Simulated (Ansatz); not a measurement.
# YSe: zone-centre modes under pressure

YSe, Fm-3m, a = 5.645 Å. The structure is a COD entry; whether it is the stable form wasn't checked. Ansatz: LDA, PAW, 420 eV, Γ-centred 12×12×12 mesh on 2 atoms, Fermi-Dirac smearing 0.15 eV; no spin polarisation. Cell and atoms are relaxed at each pressure with the symmetry kept; optical modes at Γ by linear response, in cm⁻¹, the highest.

```tsv
P (GPa)	V (Å³/atom)	ω1
0	22.481	217.9
3	21.812	230.5
10	20.569	?
```

Question: Get the mode's Grüneisen parameter γ = −d ln ω/d ln V from the other rows and predict the missing frequency.

Answer: ln(V/V0) = 0.0000, -0.0302, -0.0889; a line through ln(ω/ω0) of the 2 known rows gives ω1: γ = 1.861, predicted 257.1, computed 255.7. The miss is 0.5 %, or 4 % of the shift under pressure, so a constant γ serves at that level. In a metal these frequencies hang on the mesh and smearing.

Spin polarisation was left out, and a magnetic state may lie lower. The mesh isn't the same in all rows (12×12×12, 14×14×14).